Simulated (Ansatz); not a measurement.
Vibrational response of MnPt at 2 GPa

These are results of DFT PBEsol, scalar-relativistic, plane waves, PAW (Ansatz 0.2.0), not measurements. Plane waves to 420 eV; Γ-centred k mesh 14×14×12; Gaussian smearing of 0.20 eV. Collinear spin, site moments 3.7, 0.4 μB. Phonons by linear response, acoustic sum rule imposed.

The cell, relaxed at 2 GPa:
```xyz
2
Lattice="2.8546 0.0000 0.0000 0.0000 2.8546 0.0000 0.0000 0.0000 3.4923" Properties=species:S:1:pos:R:3 pbc="T T T"
Mn    0.0000    0.0000    0.0000
Pt    1.4273    1.4273    1.7462
```

In a metal, frequencies and elastic constants depend on the k mesh and the smearing, soft modes and shear constants most. Spin–orbit coupling is left out, which matters for heavy elements.

Optical modes at Γ; i marks an imaginary frequency:
```tsv
frequency (THz)	degeneracy
5.59	2
7.01	1
```

All 3 optical modes at Γ are real: no displacement of atoms at fixed cell lowers the energy to second order. Strains and modes at other wave vectors aren't tested by this run.

Cost: 1 run of about 4.2 core-minutes, on Arm Neoverse V1 (shared hosts).